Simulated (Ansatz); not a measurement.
Ta₂N: enthalpy under pressure, worked through

Method: Ansatz, DFT r2SCAN, scalar-relativistic, plane waves, PAW. Run with 500 eV cutoff, 12×12×8 k-mesh, Gaussian smearing of 0.10 eV, no spin polarisation.

The relaxed crystal:

```
CELL_PARAMETERS angstrom
5.29092 0.00000 0.00000
-2.64546 4.58207 0.00000
0.00000 0.00000 4.93032
ATOMIC_POSITIONS crystal
Ta 0.66675 0.66675 0.75334
Ta 0.00000 0.33325 0.75334
Ta 0.33325 0.00000 0.75334
Ta 0.33325 0.33325 0.24666
Ta 0.00000 0.66675 0.24666
Ta 0.66675 0.00000 0.24666
N 0.66667 0.33333 0.50000
N 0.33333 0.66667 0.50000
N 0.00000 0.00000 0.00000
```

Cell and atoms were relaxed at each target pressure within the start's symmetry (P-31m), at zero temperature; other phases can be more stable under pressure. H = E + PV with P the target; E is the free energy at the smearing used, whose derivative the pressure is, per atom and counted from zero pressure.

A cell with an odd number of electrons and no spin polarisation is a metal by construction and may be lower with spin. Spin–orbit coupling is left out, which can shift energies with elements as heavy as these.

```csv
P (GPa),V (Å³/atom),E − E0 (meV),H − H0 (meV)
0,13.281,0.0,0.0
1,13.237,0.1,82.8
4,13.111,2.1,329.4
12,12.801,17.4,976.1
25,12.364,67.2,1996.6
```

**Question.** Thermodynamics gives dH/dP = V along a relaxed path. Integrate V over P by the trapezoid rule and compare with the computed enthalpies.

**Answer.** With 1 eV/Å³ = 160.22 GPa, each step adds the mean volume times ΔP / 160.22:
| P (GPa) | ∫V dP (meV) | H − H0 (meV) | difference (meV) |
| --- | --- | --- | --- |
| 1 | 82.8 | 82.8 | 0.0 |
| 4 | 329.4 | 329.4 | 0.0 |
| 12 | 976.3 | 976.1 | 0.2 |
| 25 | 1997.3 | 1996.6 | 0.7 |

V(P) curves upward, so the trapezoid rule runs high; integrating a smooth curve through the same points (P as a polynomial of degree 4 in ln V) puts that excess at about 0.6 meV at 25 GPa, against the 0.7 meV found.

**Question.** At 25 GPa, how much of the enthalpy change is stored energy and how much is the PV term?

**Answer.** E rises by 67 meV/atom and PV is 25 × 12.364 / 160.22 = 1929 meV/atom, so PV makes 97 % of ΔH. So between rival structures at high pressure a small difference in volume can outweigh the difference in energy: 1 % of this volume is worth 19.3 meV/atom at this pressure.

**Question.** What bulk modulus do the lowest pressures give, and how is the compression shared among the axes?

**Answer.** From the pressures that the runs reached, -1.00 GPa (13.325 Å³) and 1.00 GPa (13.237 Å³), B = −ΔP/Δln V = 2.00 / 0.0066 = 301 GPa, a mean over that range. The linear compressibilities −Δln(length)/ΔP are 1.23 along a, 1.23 along b, 0.87 along c (in TPa⁻¹). With fixed angles they add up to 1/B: 3.32 against 3.32. Softest: a and b, at 37 % of the volume change per axis.